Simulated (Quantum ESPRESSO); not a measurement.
Al2In3WPt2, one composition in several site orders

Simulated, not a measurement. The program is pw.x of Quantum ESPRESSO 7.5 (plane-wave density functional theory). The cell is made up: eight metal atoms on a face-centred cubic lattice, with elements, volume, strain and displacements drawn at random and not relaxed, so it may be unstable or far from any real phase. PseudoDojo standard norm-conserving files set the functional (PBE unless stated); there is no spin polarisation or spin-orbit coupling, the Fermi-Dirac width of 0.25 eV means electrons at about 2900 K, and the masses in the input are unused placeholders. Heavy elements are run without spin-orbit coupling, which real alloys of them have. A spin test at this wide smearing found no moment, but such smearing suppresses magnetism that the real alloy may have.

The runs put one composition on the sites in different orders. Cell, positions, cutoff, mesh and smearing stay as in the input of run 1; sites are counted in its order. Stress in the tables is positive in tension.

Input of run 1:

```
&control calculation='scf', pseudo_dir='./dojo.nc.sr.pbe.v0_5.standard.upf', outdir='./o', disk_io='minimal', tprnfor=.true., tstress=.true. /
&system ibrav=0, nat=8, ntyp=4, nbnd=60, ecutwfc=84.00895049, nosym=.true., tot_charge=0,
 occupations='smearing', smearing='fd', degauss=0.0183746611
/
&electrons conv_thr=1.470e-08, electron_maxstep=70, mixing_beta=0.5 /
ATOMIC_SPECIES
Al 1.0 Al.upf
In 1.0 In.upf
Pt 1.0 Pt.upf
W 1.0 W.upf
CELL_PARAMETERS angstrom
-4.1857 0.0 0.0
0.0 -4.1857 4.1857
0.0 6.2785 2.0928
ATOMIC_POSITIONS angstrom
Al 0.0494 0.0369 -0.0203
Al 0.0085 2.1011 2.0636
In -0.0259 -2.0662 2.0972
W -0.008 -0.0223 4.241
In -2.026 4.1679 2.1665
Pt -2.0527 0.0302 2.1313
In -2.1208 2.0308 4.2476
Pt -2.0879 -2.1167 4.206
K_POINTS automatic
6 5 4 1 1 1
```

```
run  elements on sites 1 to 8  free energy less that of run 1 (eV)  -TS (eV)  pressure (GPa)  stress xx (GPa)  stress yy (GPa)  stress zz (GPa)  stress yz (GPa)  stress xz (GPa)  stress xy (GPa)  iterations
  1    Al Al In W In Pt In Pt                                0.000    -0.996           -1.82             3.26             1.47             0.71             1.05             0.06             0.27          13
  2    Pt In Pt Al W Al In In                                0.042    -1.014           -1.64             3.18             0.25             1.48             1.39            -0.07            -0.11          13
  3    In Al Pt In Pt Al W In                                0.215    -1.030           -1.46             2.10             0.93             1.35             3.77            -0.09            -0.64          12
  4    Pt Al In W Al In Pt In                                0.009    -0.998           -1.96             1.92             2.10             1.86            -1.75             0.25             0.20          13
  5    Al Pt Al In W In Pt In                               -0.044    -1.036           -1.71             3.07             1.31             0.74             4.52            -0.13             0.04          12
  6    Pt In Al W Pt In Al In                               -0.160    -0.957           -2.38             2.96             1.95             2.24            -0.94             0.29             0.22          13
```

Forces Fx Fy Fz (eV/Å):

```
site              run 1              run 2             run 3             run 4              run 5              run 6
   1    -0.11 0.39 0.62   -0.07 -0.89 0.64  -0.31 -0.99 0.48  -0.13 -0.72 0.37  -0.09 -0.80 -0.41   0.02 -0.20 -1.23
   2   0.05 -1.15 -0.85     0.11 0.05 0.59    0.01 0.94 2.05    0.11 0.17 0.62     0.05 0.23 0.17     0.12 0.61 1.03
   3     0.32 0.99 1.15   -0.02 1.13 -0.18   0.15 0.02 -0.17  0.36 -0.84 -0.22   0.21 -1.44 -1.58    0.15 0.23 -0.40
   4     0.17 0.11 0.07     0.03 0.14 0.31   0.13 0.46 -0.22    0.11 0.61 1.19     0.26 1.06 0.53    0.04 0.91 -0.24
   5  -0.45 -0.08 -0.89   -0.20 0.66 -0.03  -0.21 -0.56 0.07  -0.23 0.37 -1.19    -0.20 0.13 0.96   -0.07 -0.25 0.68
   6   -0.02 0.35 -0.13  -0.06 -1.56 -0.92  -0.06 -0.59 0.05   -0.25 0.77 0.15   -0.21 0.41 -0.45  -0.24 -1.17 -0.24
   7   0.16 -0.46 -0.35     0.21 0.23 0.28   0.25 0.41 -1.74  0.11 -0.17 -1.03    -0.01 0.89 0.57    0.03 -0.42 0.84
   8   -0.11 -0.15 0.38    0.01 0.24 -0.69   0.04 0.32 -0.52  -0.07 -0.20 0.12   -0.02 -0.47 0.23   -0.05 0.28 -0.44
```

The sites are displaced and not relaxed, so the energy differences mix bonding between neighbours with strain and are not ordering energies. A rerun of one cell of this series at a higher cutoff and on a denser mesh moved values by no more than 0.004 eV in energy, 0.05 GPa in stress and 0.008 eV/Å in force, and a second program with other atomic files agreed on that cell to 2 % rms in force and 0.5 GPa in pressure.